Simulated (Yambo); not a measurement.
RPA spectrum of SnO (space group P4/nmm, No. 129) on PBEsol bands in Yambo (8×8×6 mesh, 61 bands, 4 Ry local-field block, 0.2 eV broadening; field along x). CGrdSpXd merges neighbouring transition energies to save time; the report line [X-CG] gives the poles kept by one of the 4 MPI tasks, and where the merging fails may depend on that split. Axes are Cartesian, with cell vectors (Å) (3.81, 0.00, 0.00), (0.00, 3.81, 0.00), (0.00, 0.00, 4.89).

```
CGrdSpXd asked (%)  share reached (%)  poles used (one task)  static ε  largest change of Im ε (% of its maximum)              rough time
------------------  -----------------  ---------------------  --------  -----------------------------------------  ----------------------
100                               100                   8062      7.87                                        0.0                       1
70                                 69                   5641      7.87                                        0.0  within a factor of two
30                                 29                   2416      7.88                                        0.3  within a factor of two
15                                  0                     76      8.01                                         12               about 1/4
5                                   0                     76      8.01                                         12               about 1/5
```

All runs end normally. In the runs at 15 %, 5 % few poles are left or the spectrum changes by over a quarter of its peak, and no warning says so. Times are rough ratios from shared machines. The k mesh wasn't tested; the rows compare only with each other.

Spin-orbit coupling is not included.

Geometry of the Materials Project entry, not relaxed at this level; primitive cell a = b = 3.8137 Å, c = 4.8869 Å, α = β = γ = 90.00°.

The distance between layers or molecules is the database entry's, not relaxed here. Functionals without dispersion can leave it too large, which widens gaps and weakens the response across layers: the numbers belong to this cell.
